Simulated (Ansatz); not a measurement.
input.yaml (Ansatz)

```yaml
crystal:
  lattice:
    - [5.7238223666, 0.0, 0.0]
    - [-2.8619111833, 4.9569755762, 0.0]
    - [0.0, 0.0, 3.4937727582]
  atoms:
    - { symbol: Tl, position: [1.0, 1.0, 0.0] }
    - { symbol: Tl, position: [0.3333333333, 0.6666666667, 0.5] }
    - { symbol: Tl, position: [0.6666666667, 0.3333333333, 0.5] }
hamiltonian:
  xc: blyp
  pseudopotentials:
    kind: paw
    azcp:
      Tl: "pseudopotentials/Tl.paw.azcp"
basis:
  ecutwfc: 420
  fft_grid_basis: typed
kpoints:
  mp_grid: { grid: [7, 7, 10], shift: [0, 0, 0] }
magnetization:
  spin_polarized: false
scf:
  occupations: { method: fermi_dirac, width: 0.1 }
  lower_state_search: "off"
output:
  stress: true
```

and its output:

```
Engine: ansatz 0.2.0, aarch64-unknown-linux-gnu
Pseudopotentials: kind: paw
Pseudopotential: Tl, paw, valence charge 13, recommended cutoff 420 eV (normal) 
Functional definition: BLYP
  parameter beta = 0.0042
  parameter a = 0.04918
  parameter b = 0.132
  parameter c = 0.2533
  parameter d = 0.349
  exchange = b88_x(beta = beta)
  correlation = lyp_c(a = a, b = b, c = c, d = d)
Crystal: 3 atoms, lattice volume = 99.128 Å³
Basis set: ecut = 420 eV, 1907 PW (Γ), exchange–correlation on 80×80×48 points (8 copies of the dense FFT grid, shifted against one another)
Bands: 24, of which v1, the nominal top of the filled ones, is band 20 counted from 1 (19 counted from 0)
Symmetry: 24 space group operations
Space group: P6/mmm (ITA 191), of the structure as read, at distance tolerance 4.6e-5 Å
k-points: 48 of 490
Non-local potential: Tl, projectors of the file, l = 0: 2, l = 1: 2, l = 2: 2, l = 3: 1
PAW form: soft (Blöchl's): semilocal exchange-correlation on the pseudo side does not see the compensation charge
PAW frozen core: Tl, regenerated for the run's functional, and the local potential with it (the file was generated under x = pbe(κ = 0.804, μ = 0.2195149727645171), c = pbe(β = 0.06672455060314922))
PAW one-centre angular grid: Tl, 590 points (default); XC on 64 Gauss nodes
Initial density: superposition of atomic densities (neutral atoms: chi_scale 0, normalization atom), corrected by the library's trained network
Initial wavefunctions: pseudopotential atomic-orbital guess
Functional: x = b88, c = lyp
SCF iter   1: F=—  HF=-34416.090695 eV  |F-HF|=—  |Δ(HF+E_count)|=         —  Δρ=4.95e-3  dr2=1.56e-2  ethr=1.77e-3  ⟨swp⟩=5.4  Hψ=4944  notcnv=0
SCF iter   2: F=—  HF=-34416.088096 eV  |F-HF|=—  |Δ(HF+E_count)|=   2.60e-3  Δρ=2.69e-3  dr2=5.28e-3  ethr=4.01e-5  ⟨swp⟩=1.9  Hψ=2170  notcnv=0
SCF iter   3: F=—  HF=-34416.089455 eV  |F-HF|=—  |Δ(HF+E_count)|=   1.36e-3  Δρ=5.97e-4  dr2=4.75e-4  ethr=1.35e-5  ⟨swp⟩=2.9  Hψ=2070  notcnv=0
SCF iter   4: F=—  HF=-34416.089717 eV  |F-HF|=—  |Δ(HF+E_count)|=   2.62e-4  Δρ=1.20e-4  dr2=2.20e-5  ethr=1.22e-6  ⟨swp⟩=2.0  Hψ=1380  notcnv=0
SCF iter   5: F=—  HF=-34416.089756 eV  |F-HF|=—  |Δ(HF+E_count)|=   3.92e-5  Δρ=3.58e-5  dr2=1.44e-6  ethr=5.65e-8  ⟨swp⟩=2.0  Hψ=2105  notcnv=0
SCF iter   6: F=—  HF=-34416.089757 eV  |F-HF|=—  |Δ(HF+E_count)|=   8.76e-7  Δρ=1.13e-5  dr2=1.76e-7  ethr=3.69e-9  ⟨swp⟩=2.0  Hψ=2091  notcnv=0
SCF iter   7: F=-34416.089757 eV  HF=-34416.089757 eV  |F-HF|=1.67e-10  |Δ(HF+E_count)|=   1.74e-7  Δρ=3.54e-6  dr2=2.25e-8  ethr=2.56e-10  ⟨swp⟩=4.0  Hψ=3486  notcnv=0
SCF 1 converged in 7 iterations: F = -34416.089757 eV  dr2 = 2.25e-8
SCF converged after 7 iterations
Free energy (F): -34416.089757 eV
Harris-Foulkes:  -34416.089757 eV  (|F-HF|=1.67e-10)
Internal energy: -34416.032022 eV  (E = F + TS)
E sigma→0 (E₀):  -34416.060890 eV
Entropy (-TS):   -0.057735 eV (-19.245 meV/atom)
Fermi energy:    9.075123 eV
--- Per-component energies (eV) ---
  E_band       = -31.450458
  E_kinetic    = 997.651235
  E_local      = -2879.168733  (includes V_loc(G=0)·N_el)
  E_nonlocal   = 946.563293
  E_hartree    = 1064.458379
  E_xc         = -683.746617
  E_vxc        = -416.738642  (∫ρ·V_xc dr)
  E_paw        = -30581.219914  (= ΣΔE_a)
  E_vpaw       = -808.673437  (= ΣTr[D̂ρ^β])
  E_aug_tail   = 0.000090  (compensation charges beyond the density's cutoff)
  E_ewald      = -3280.135804
  E_core_change = -0.433952  (= ΣΔE_core)
  E_smearing   = -0.057735  (= −TS)
  E_closure    = -0.000000  (closes the sum)
  Σ components = -34416.089757   (vs F -34416.089757, Δ=0.00e0)
--- Stress (GPa, compression-positive) ---
        1.835082       0.000000       0.000000
        0.000000       1.835082       0.000000
        0.000000       0.000000       1.749975
  P = ⅓ Tr σ = 1.8067 GPa (18.067 kbar)
```
